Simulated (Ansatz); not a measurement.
A geometry of SnO away from equilibrium: the start of the relaxation of a relaxed SnO cell squeezed uniformly to 88 % of its volume. Computed with PBE (plane waves to 420 eV, PAW, scalar-relativistic; Ansatz, a quantum-chemistry and plane-wave program). Γ-centred k-mesh 6×6×5 on the run's cell (coarser than for final values), Fermi–Dirac smearing 0.05 eV.

```xyz
4
Lattice="3.7058 0.0000 0.0000 0.0000 3.7058 0.0000 0.0000 0.0000 4.8617" Properties=species:S:1:pos:R:3:forces:R:3 pbc="T T T" free_energy=-13183.225 pressure_GPa=13.8
Sn     1.8529     0.0000     1.1106    0.0000    0.0000    2.0023
Sn     0.0000     1.8529     3.7512    0.0000    0.0000   -2.0023
O      0.0000     0.0000     0.0000    0.0000    0.0000    0.0000
O      1.8529     1.8529     0.0000    0.0000    0.0000    0.0000
```

Positions in Å, forces in eV/Å, free energy of the cell in eV (comparable only within this code, potentials and settings). Largest force: 2.00 eV/Å, on Sn1, Sn2 (atoms numbered as listed); the geometry lies 0.09 eV/atom above the end of its relaxation.

No spin polarisation in the result.

The run could not lose the symmetry of its start.
